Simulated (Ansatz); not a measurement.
Trial structure of MgSi2N2, not yet relaxed:

```
Mg Si N
1.0
    -1.83031    1.83031    4.76242
     1.83031   -1.83031    4.76242
     1.83031    1.83031   -4.76242
Mg Si N
1 2 2
Direct
  0.00000 0.00000 0.00000
  0.75000 0.25000 0.50000
  0.25000 0.75000 0.50000
  0.36254 0.36254 0.00000
  0.63746 0.63746 0.00000
```

Theory: DFT PBE, scalar-relativistic, plane waves, PAW in Ansatz 0.2.0. Settings: cutoff 420 eV, Γ-centred mesh 6×6×6 on the computed 5-atom cell, Gaussian smearing of 0.10 eV; no spin polarisation.

The zero of energy is the elements' standard structures at the same level (N₂ as a molecule); no fitted shifts are applied.

Task: How far from equilibrium is it?

Result: The pressure is 1.2 GPa (the mean over three directions, positive in compression), the largest force is 2.05 eV/Å, and the energy is +0.88 eV/atom against the elements. The shortest distance is 2.12 Å.

Task: Is it a good guess?

Result: A rough one: relaxing gains about 0.65 eV/atom (the start's value is from the coarse mesh, so the gain is rough) in 15 ionic steps and ends at +0.23 eV/atom on the finer mesh. The symmetry stays I4/mmm (No. 139). The volume per atom grows by 3.6 %, from 12.8 to 13.2 Å³. The shortest distance goes from 2.12 Å (Si–N) to 1.92 Å (Si–N). The ratio c/a of the conventional cell changes by a factor of 0.90. Conventional cell: a = 3.841 Å, c = 8.966 Å. Mg is surrounded by 2 N at 2.20 Å; Si is surrounded by 4 N at 1.92 Å; N has 4 Si at 1.92 Å and 1 Mg at 2.20 Å.

The last run used a 14×14×14 mesh for its 5-atom cell and Gaussian smearing of 0.10 eV. The relaxation can't lower the symmetry of the start, and the grade says only how near the guess is to its own end. A structure relaxed within its symmetry needn't be a true minimum. Another cell of MgSi2N2 relaxed alike, in Cmmm, lies 0.66 eV/atom lower, so this cell isn't the stable form at this level.
